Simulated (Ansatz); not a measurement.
An Ansatz input:

```yaml
crystal:
  lattice:
    - [4.2550379323, 0.0, 0.0]
    - [-2.1275189661, 3.6849709435, 0.0]
    - [0.0, 0.0, 7.0057535645]
  atoms:
    - { symbol: Sr, position: [0.3333333333, 0.6666666667, 0.25] }
    - { symbol: Sr, position: [0.6666666667, 0.3333333333, 0.75] }
hamiltonian:
  xc: r2scan
  pseudopotentials:
    kind: paw
    azcp:
      Sr: "pseudopotentials/Sr.paw.azcp"
basis:
  ecutwfc: 500
  fft_grid_basis: typed
kpoints:
  mp_grid: { grid: [10, 10, 5], shift: [0, 0, 0] }
magnetization:
  spin_polarized: false
scf:
  occupations: { method: fermi_dirac, width: 0.1 }
  lower_state_search: "off"
output:
  stress: true
```

Terminal output

```
Engine: ansatz 0.2.0, x86_64-unknown-linux-gnu
Pseudopotentials: kind: paw
Pseudopotential: Sr, paw, valence charge 10, recommended cutoff 500 eV (meta_gga) 
Functional definition: r2SCAN
  parameter k0 = 0.174
  parameter k1 = 0.065
  parameter a1 = 4.9479
  exchange = r2scan_x(k0 = k0, k1 = k1, a1 = a1)
  correlation = r2scan_c
Crystal: 2 atoms, lattice volume = 109.848 Å³
Basis set: ecut = 500 eV, 2779 PW (Γ), exchange–correlation on 128×128×216 points (64 copies of the dense FFT grid, shifted against one another)
Bands: 14, of which v1, the nominal top of the filled ones, is band 10 counted from 1 (9 counted from 0)
Symmetry: 24 space group operations
Space group: P63/mmc (ITA 194), of the structure as read, at distance tolerance 4.8e-5 Å
k-points: 42 of 500
Non-local potential: Sr, projectors of the file, l = 0: 3, l = 1: 2, l = 2: 2
PAW form: soft (Blöchl's): semilocal exchange-correlation on the pseudo side does not see the compensation charge
PAW frozen core: Sr, regenerated for the run's functional (the file was generated under x = pbe(κ = 0.804, μ = 0.2195149727645171), c = pbe(β = 0.06672455060314922))
PAW one-centre angular grid: Sr, 302 points (default); XC on 160 Gauss nodes
Initial density: superposition of atomic densities (neutral atoms: chi_scale 0, normalization atom), corrected by the library's trained network
Initial wavefunctions: pseudopotential atomic-orbital guess
Functional: x = r2scan, c = r2scan; τ floored in thin density (d = 2e-4 eV/Å³)
SCF iter   1: F=-7110.247705 eV  HF=-7110.210039 eV  |F-HF|=3.77e-2  |Δ(HF+E_count)|=         —  Δρ=2.98e-3  dr2=1.89e-2  dr2_τ=4.29e-3  ethr=1.77e-3  ⟨swp⟩=8.5  Hψ=4686  notcnv=0
SCF iter   2: F=-7110.253693 eV  HF=-7110.254916 eV  |F-HF|=1.22e-3  |Δ(HF+E_count)|=   4.49e-2  Δρ=2.27e-3  dr2=1.01e-2  dr2_τ=1.81e-4  ethr=9.45e-5  ⟨swp⟩=2.1  Hψ=1586  notcnv=0
SCF iter   3: F=-7110.254821 eV  HF=-7110.255118 eV  |F-HF|=2.97e-4  |Δ(HF+E_count)|=   2.01e-4  Δρ=6.47e-4  dr2=1.13e-3  dr2_τ=1.40e-4  ethr=5.06e-5  ⟨swp⟩=2.0  Hψ=1049  notcnv=0
SCF iter   4: F=-7110.254982 eV  HF=-7110.254964 eV  |F-HF|=1.81e-5  |Δ(HF+E_count)|=   1.53e-4  Δρ=3.86e-4  dr2=4.91e-5  dr2_τ=6.90e-6  ethr=5.64e-6  ⟨swp⟩=2.9  Hψ=1192  notcnv=0
SCF iter   5: F=-7110.254987 eV  HF=-7110.254988 eV  |F-HF|=7.84e-7  |Δ(HF+E_count)|=   2.33e-5  Δρ=4.70e-5  dr2=2.54e-6  dr2_τ=1.58e-7  ethr=2.46e-7  ⟨swp⟩=2.1  Hψ=701  notcnv=0
SCF iter   6: F=-7110.254987 eV  HF=-7110.254987 eV  |F-HF|=2.40e-7  |Δ(HF+E_count)|=   5.11e-7  Δρ=1.89e-5  dr2=2.35e-7  dr2_τ=5.56e-8  ethr=1.27e-8  ⟨swp⟩=3.0  Hψ=1097  notcnv=0
SCF iter   7: F=-7110.254987 eV  HF=-7110.254987 eV  |F-HF|=3.81e-9  |Δ(HF+E_count)|=   2.72e-7  Δρ=2.73e-6  dr2=1.01e-8  dr2_τ=1.46e-9  ethr=5.00e-10  ⟨swp⟩=5.3  Hψ=2450  notcnv=0
SCF 1 converged in 7 iterations: F = -7110.254987 eV  dr2 = 1.01e-8
SCF converged after 7 iterations
Free energy (F): -7110.254987 eV
Harris-Foulkes:  -7110.254987 eV  (|F-HF|=3.81e-9)
Internal energy: -7110.168716 eV  (E = F + TS)
E sigma→0 (E₀):  -7110.211852 eV
Entropy (-TS):   -0.086272 eV (-43.136 meV/atom)
Fermi energy:    5.104303 eV
--- Per-component energies (eV) ---
  E_band       = -286.024958
  E_kinetic    = 484.067877
  E_local      = -1539.688330  (includes V_loc(G=0)·N_el)
  E_nonlocal   = 404.288072
  E_hartree    = 389.268971
  E_xc         = -322.275967
  E_vxc        = -348.496231  (∫ρ·V_xc dr)
  E_paw        = -5431.452699  (= ΣΔE_a)
  E_vpaw       = -83.391413  (= ΣTr[D̂ρ^β])
  E_aug_tail   = -0.000001  (compensation charges beyond the density's cutoff)
  E_vtau       = 18.658700  (kinetic-family band-sum trace: ∫τ·v_τ [+ j·A + Jᵃ·Aᵃ] dr)
  E_ewald      = -1094.084564
  E_core_change = -0.292073  (= ΣΔE_core)
  E_smearing   = -0.086272  (= −TS)
  E_closure    = 0.000000  (closes the sum)
  Σ components = -7110.254987   (vs F -7110.254987, Δ=0.00e0)
--- Stress (GPa, compression-positive) ---
        0.487470       0.000000       0.000000
       -0.000000       0.487470       0.000000
        0.000000       0.000000       0.586238
  P = ⅓ Tr σ = 0.5204 GPa (5.204 kbar)
```

Launched by

```sh
ansatz run input.yaml --threads 1 --pin off --max-ram 3584MiB --backend cpu --events-out ev --progress --plain --runs-dir out
```

On 1 thread of Intel(R) Xeon(R) Platinum 8259CL CPU @ 2.50GHz (Skylake/Cascade Lake) (shared host) this took about 12 s of wall time and 12 s of CPU time.
